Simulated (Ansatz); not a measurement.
**Structure optimisation: silver, dhcp (4H)**

Computed with DFT, LDA (PW92), plane waves (420 eV) with PAW, scalar-relativistic (Ansatz). (PAW data from PBE, frozen cores regenerated.)

k-point mesh 13×13×3, Fermi-Dirac smearing 0.1 eV, no spin polarisation. Cell and atoms relax.

Starting structure:

```
Ag
1.0
     2.88620    0.00000    0.00000
    -1.44310    2.49952    0.00000
     0.00000    0.00000   10.00000
Ag
4
Direct
  0.33333 0.66667 0.25000
  0.66667 0.33333 0.75000
  0.00000 0.00000 0.00000
  0.00000 0.00000 0.50000
```

Q: What cell does the relaxation end in?

A: P6_3/mmc with a = 2.817 Å, c = 9.318 Å (c/a = 3.308); 16.01 Å³ per atom against 18.04 at the start (-11.2 %).

Q: How much energy does the relaxation gain?

A: 90.2 meV per atom.

Path of the relaxation (the plane waves are chosen anew near the end, which can shift the energy a little):

```
step  E − E(final) (meV/atom)  V (Å³/atom)  P (GPa)  max force (eV/Å)
   0                    90.17       18.035   -11.43             0.000
   1                     3.84       16.084    -0.41             0.000
   2                    -0.07       15.925     0.74             0.000
   3                    -0.33       16.019    -0.10             0.000
   4                    -0.34       16.007     0.00             0.000
   5                     0.00       16.007     0.00             0.000
```
